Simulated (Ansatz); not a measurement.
Relaxed (001) slab cut from Mg (space group R-3m (No. 166)); the slab's formula is Mg, its outer planes Mg (top) and Mg (bottom):

```yaml
crystal:
  lattice:
    - [3.18773, 0.00000, 0.00000]
    - [-1.59386, 2.76065, 0.00000]
    - [0.00000, 0.00000, 27.84302]
  atoms:
    - { symbol: Mg, position: [0.66667, 0.33333, 0.26891] }
    - { symbol: Mg, position: [0.33333, 0.66667, 0.36206] }
    - { symbol: Mg, position: [0.66667, 0.33333, 0.45368] }
    - { symbol: Mg, position: [0.33333, 0.66667, 0.54618] }
    - { symbol: Mg, position: [0.00000, 0.00000, 0.63832] }
    - { symbol: Mg, position: [0.33333, 0.66667, 0.73134] }
```

The calculation used DFT r2SCAN, scalar-relativistic, plane waves, PAW in Ansatz 0.2.0. Plane waves to 500 eV, a k mesh through Γ of 12×12×1 on the computed 6-atom cell and Gaussian smearing (0.10 eV); no spin polarisation. The cell repeats along c with a dipole correction in the vacuum.

The potential is the smooth part; its values at the atoms depend on the PAW datasets.

(1) How does the plane-averaged electrostatic potential energy of an electron run along c, counted from the Fermi level?

Answers

(1) (z (Å), V (eV)): (2.58, 3.81), (2.84, 3.81), (3.09, 3.81), (3.35, 3.81), (3.61, 3.80), (3.87, 3.80), (4.12, 3.79), (4.38, 3.78), (4.64, 3.75), (4.90, 3.69), (5.16, 3.60), (5.41, 3.43), (5.67, 3.14), (5.93, 2.65), (6.19, 1.84), (6.45, 0.55), (6.70, -1.38), (6.96, -4.83), (7.22, -9.54), (7.48, -11.93), (7.73, -9.77), (7.99, -5.01), (8.25, -1.41), (8.51, 0.33), (8.77, 0.96), (9.02, 0.48), (9.28, -1.09), (9.54, -4.38), (9.80, -9.17), (10.05, -11.88), (10.31, -10.02), (10.57, -5.31), (10.83, -1.57), (11.09, 0.23), (11.34, 0.87), (11.60, 0.33), (11.86, -1.34), (12.12, -4.88), (12.37, -9.68), (12.63, -11.97), (12.89, -9.67), (13.15, -4.88), (13.41, -1.35), (13.66, 0.34), (13.92, 0.90), (14.18, 0.32), (14.44, -1.39), (14.69, -4.96), (14.95, -9.75), (15.21, -11.99), (15.47, -9.63), (15.73, -4.83), (15.98, -1.31), (16.24, 0.36), (16.50, 0.90), (16.76, 0.28), (17.02, -1.47), (17.27, -5.13), (17.53, -9.88), (17.79, -11.92), (18.05, -9.37), (18.30, -4.58), (18.56, -1.19), (18.82, 0.42), (19.08, 0.94), (19.34, 0.34), (19.59, -1.35), (19.85, -4.90), (20.11, -9.68), (20.37, -11.95), (20.62, -9.67), (20.88, -4.97), (21.14, -1.46), (21.40, 0.49), (21.66, 1.80), (21.91, 2.62), (22.17, 3.12), (22.43, 3.42), (22.69, 3.59), (22.94, 3.69), (23.20, 3.74), (23.46, 3.77), (23.72, 3.78), (23.98, 3.79), (24.23, 3.80), (24.49, 3.80), (24.75, 3.80), (25.01, 3.80), (25.26, 3.80)

The vacuum level lies 3.80 eV above the Fermi level.

The reference crystal is a form of Mg, which isn't its usual structure.